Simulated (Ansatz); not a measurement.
SiGe:
```yaml
crystal:
  lattice:
    - [-1.98109, 1.98109, 14.02648]
    - [1.98109, -1.98109, 14.02648]
    - [1.98109, 1.98109, -14.02648]
  atoms:
    - { symbol: Si, position: [0.90440, 0.90440, 0.00000] }
    - { symbol: Si, position: [0.45210, 0.95210, 0.50000] }
    - { symbol: Si, position: [0.50000, 0.50000, 0.00000] }
    - { symbol: Si, position: [0.04790, 0.54790, 0.50000] }
    - { symbol: Si, position: [0.09560, 0.09560, 0.00000] }
    - { symbol: Ge, position: [0.64548, 0.14548, 0.50000] }
    - { symbol: Ge, position: [0.69783, 0.69783, 0.00000] }
    - { symbol: Ge, position: [0.25000, 0.75000, 0.50000] }
    - { symbol: Ge, position: [0.30217, 0.30217, 0.00000] }
    - { symbol: Ge, position: [0.85452, 0.35452, 0.50000] }
```

Relaxed with PBE. Special points in fractions of this cell's reciprocal vectors: Γ (0.000, 0.000, 0.000); X (0.000, 0.000, 0.500); P (0.250, 0.250, 0.250); N (0.000, 0.500, 0.000); M (0.500, 0.500, -0.500); S (0.255, 0.745, -0.255); S0 (-0.255, 0.255, 0.255); R (-0.010, 0.010, 0.500); G (0.500, 0.500, -0.010).

Task: List the band energies nearest the valence-band maximum at these points for DFT-PBE in the program Ansatz with PAW potentials.

Result: In eV from the valence-band maximum; about four levels below and three above (degenerate sets whole), none deeper than 8.9 eV; points with the same levels are listed once.

```json
[
 {"k": "Γ", "below": "-1.49 -1.49 -0.10 0.00 0.00", "above": "0.33 0.40 1.17"},
 {"k": "X", "below": "-3.25 -3.25 -2.93 -2.92", "above": "0.68 0.73 1.37"},
 {"k": "P", "below": "-3.05 -3.03 -3.02 -3.00", "above": "0.84 0.88 0.96"},
 {"k": "N", "below": "-1.40 -1.34 -1.02 -0.99", "above": "0.66 1.44 1.49"},
 {"k": "M", "below": "-0.79 -0.79 -0.42 -0.42", "above": "0.37 0.43 1.01 1.02"},
 {"k": "S", "below": "-1.68 -1.40 -1.03 -0.98", "above": "0.94 1.04 1.81"},
 {"k": "R", "below": "-3.25 -3.23 -2.93 -2.93", "above": "0.69 0.74 1.36"}
]
```

Space group I-4m2. The start of the workflow was typed in or built on a structure type; neither database checked (COD, Materials Project) lists it. Its standing as an ambient phase is unchecked. Symmetry was held in the PBE relaxation; its stability against distortions is not shown here. Scalar-relativistic: spin–orbit coupling is off unless named, which matters more the heavier the elements.

Potentials: the later of the program's two PAW sets.
